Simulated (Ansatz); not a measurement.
Level of theory: Ansatz, DFT PBE, scalar-relativistic, plane waves, PAW. Settings: cutoff 420 eV, Γ-centred meshes spaced at most about 0.3 Å⁻¹, and about 0.25 Å⁻¹ or finer for metals (2π included), Gaussian smearing. No spin polarisation in the final relaxations.

These are static total energies at zero pressure.

Two relaxed structures of BeB:

1.

```xyz
6
Lattice="2.2736 0.0000 0.0000 -1.1368 1.9690 0.0000 0.0000 0.0000 9.4693" Properties=species:S:1:pos:R:3 pbc="T T T"
Be    0.0000    0.0000    6.3045
Be    0.0000    0.0000    0.0000
Be    0.0000    0.0000    3.1648
B     0.0000    1.3127    7.8978
B     0.0000    1.3127    1.5715
B     1.1368    0.6563    4.7347
```

2.

```xyz
2
Lattice="3.1184 0.0000 0.0000 -1.5592 2.7007 0.0000 0.0000 0.0000 1.8278" Properties=species:S:1:pos:R:3 pbc="T T T"
Be    0.0000    1.8004    0.9139
B     1.5592    0.9002    0.0000
```

Question: Which form is favoured at zero pressure, and by what margin per atom?

Answer: Cell 2 is lower, by 0.47 eV/atom. Cell 1 has space group P-6m2 (No. 187), 7.1 Å³/atom and no gap on its mesh; cell 2 has space group P-6m2 (No. 187), 7.7 Å³/atom and no gap. Cell 2 holds B–B chains (shortest 1.83 Å); in cell 1 the shortest B–B distance is 2.27 Å. The lower one is the more open, so pressure narrows the difference. Even the lower one lies +0.17 eV/atom against the reference forms of the elements (uncorrected), so neither is stable at this level. In cell 1, around Be on a site of symmetry 3m lie 6 B at 2.05–2.06 Å and 6 Be at 2.27 Å; Be on a site of symmetry -6m2 is surrounded by 6 B at 2.05 Å and 6 Be at 2.27 Å; around B on a site of symmetry 3m lie 6 Be at 2.05–2.06 Å and 6 B at 2.27 Å; 1 more site not described. In cell 2, around Be lie 2 Be at 1.83 Å and 6 B at 2.02 Å; around B lie 2 B at 1.83 Å and 6 Be at 2.02 Å. Both come from invented guesses.

A magnetic state wasn't ruled out in cells without spin, among them P-6m2 at 7.1 Å³/atom, P-6m2 at 7.7 Å³/atom. Cells relaxed within their symmetry can be saddle points. The P-6m2 cell of BeB came from shaking the P-6m2 one.
